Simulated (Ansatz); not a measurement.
CdS (zinc blende)

```yaml
crystal:
  lattice:
    - [0.00000, 5.92662, 5.92662]
    - [2.96331, 0.00000, 2.96331]
    - [2.96331, 2.96331, 0.00000]
  atoms:
    - { symbol: S, position: [0.37500, 0.75000, 0.75000] }
    - { symbol: S, position: [0.87500, 0.75000, 0.75000] }
    - { symbol: Cd, position: [0.00000, 0.00000, 0.00000] }
    - { symbol: Cd, position: [0.50000, 0.00000, 0.00000] }
```

Scan: atom 2 (S, nearest neighbour Cd at 2.566 Å; its periodic images, 4.2 Å or more away, move with it) is displaced along Cartesian [111], direction (0.577, 0.577, 0.577) in Cartesian axes, by s. The other atoms stay.

These are PBE (plane waves to 420 eV, PAW, scalar-relativistic; Ansatz, an electronic-structure program) values and carry that method's errors. k mesh 4×8×8 (Γ-centred), Fermi-Dirac smearing 0.05 eV. F∥ is the force on the atom along that direction. CdS was relaxed with its symmetry unable to fall. 

```
s (Å)   F∥ (eV/Å)
------  ---------
-0.260      0.785
-0.208      0.699
-0.156      0.582
-0.104      0.430
-0.052      0.238
0.000       0.000
0.052      -0.293
0.104      -0.649
0.156      -1.081
0.208      -1.603
0.260      -2.232
```

### Question
What is the force constant k = d²E/ds² of this move at s = 0?

### Answer
5.08 eV/Å². The forces along the line at the two nearest points give (0.238 − (-0.293)) / (2·0.052) = 5.11 eV/Å²; the next pair corrects for the finite step.

(A displaced cell: forces are minus the slopes of the energy, force constants its curvatures, and phonons follow from these.)
